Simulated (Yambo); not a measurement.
```
CELL_PARAMETERS angstrom
      3.84141     0.00000     0.00000
      0.00000     3.86272     0.00000
     -1.81894     0.00000     6.52896
ATOMIC_POSITIONS crystal
  O  0.66212 0.50000 0.79833
  O  0.33788 0.50000 0.20167
  O  0.18976 0.00000 0.87062
  O  0.81024 0.00000 0.12938
  O  0.50000 0.00000 0.50000
  Ta 0.64953 0.00000 0.79131
  Ta 0.35047 0.00000 0.20869
```

Workflow: LDA (Quantum ESPRESSO, PseudoDojo norm-conserving, 84 Ry, scalar-relativistic), then G0W0 in Yambo (4×4×2 Γ-centred k mesh, bands 3 to 189 and a 8 Ry block in the screening, 189 bands in G with the Bruneval-Gonze terminator, plasmon pole fitted at 27.2 eV).

Problem. Give the LDA and G0W0 gaps between the band edges found on this mesh, and say where the edges lie.

Solution. Edges: (-0.5, -0.5, -0.5) → (0, 0, -0.5). LDA: 2.13 eV; G0W0: 3.80 eV. Nearest settings tried, and what they do to the gap: 124 bands in W, 124 bands in G: +53 meV; 7 Ry block (205 vectors against 259): -28 meV. Not varied: mesh. So the settings aren't converged at that level. Without spin-orbit coupling, band edges of such heavy elements can be off by tenths of an eV.

Geometry of the Materials Project entry, not relaxed at this level.

The structure is a Materials Project entry; no match was found in the copy of COD used, and its stability was not checked.
